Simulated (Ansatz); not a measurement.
## Relaxing beryllium (dhcp)

Theory: DFT, LDA (PW92), plane waves (420 eV) with PAW, scalar-relativistic in Ansatz. The PAW files were generated under PBE, with cores re-solved for the functional.

k-point mesh 16×16×5, Fermi-Dirac smearing 0.1 eV, no spin polarisation. Cell and atoms relax.

Starting structure:

```xyz
4
Lattice="2.2554 0.0000 0.0000 -1.1277 1.9532 0.0000 0.0000 0.0000 7.3662" Properties=species:S:1:pos:R:3 pbc="T T T"
Be    0.0000    0.0000    0.0000
Be    0.0000    0.0000    3.6831
Be    0.0000    1.3022    1.8415
Be    1.1277    0.6511    5.5246
```

Question: The pressure at the start is -8.7 GPa. By how much does the volume change?

Answer: From 8.11 to 7.54 Å³ per atom, -7.1 %. The final cell has a = 2.218 Å, c = 7.075 Å (c/a = 3.189).

Question: How much energy does the relaxation gain?

Answer: 20.3 meV per atom.
